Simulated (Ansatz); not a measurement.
The start is a generated cell, Al placed in the beta-W structure type. A full variable-cell relaxation at zero pressure is run with PBE (plane waves to 420 eV, PAW, scalar-relativistic; Ansatz, a first-principles code). The first steps use a coarse 7×7×7 k-mesh.

Input geometry:
```
CELL_PARAMETERS angstrom
      5.13647     0.00000     0.00000
      0.00000     5.13647     0.00000
      0.00000     0.00000     5.13647
ATOMIC_POSITIONS crystal
  Al 0.25000 0.00000 0.50000
  Al 0.75000 0.00000 0.50000
  Al 0.00000 0.50000 0.25000
  Al 0.00000 0.50000 0.75000
  Al 0.50000 0.25000 0.00000
  Al 0.50000 0.75000 0.00000
  Al 0.00000 0.00000 0.00000
  Al 0.50000 0.50000 0.50000
```

**Question.** What band gap does the relaxed structure have at this level?

**Answer.** Zero (metallic).

**Question.** Give the final cell and atomic positions.

**Answer.** 
Space group Pm-3n (No. 223); a = 5.1363 Å, b = 5.1363 Å, c = 5.1363 Å, α = 90.00°, β = 90.00°, γ = 90.00°

```tsv
atom	site	symmetry	x	y	z
Al	6c	-4m.2	0.0000	0.5000	0.2500
Al	2a	m-3.	0.0000	0.0000	0.0000
```

The space group stays Pm-3n (No. 223) (the run could not lower it), with 8 atoms in the primitive cell. Final values are on a 9×9×9 k-mesh of the relaxed cell. No spin polarisation in the result.

The run could not lose the symmetry of its start: the end is stationary, and may be a saddle point rather than a minimum.

All atoms sit on sites fixed by symmetry, so only the cell could relax.

The relaxed structure here is a generated cell of Al: the first start was made by placing the elements on the sites of a structure type, and the end was not matched to a known phase here, so it may be hypothetical. Known forms of Al include space group No. 225.
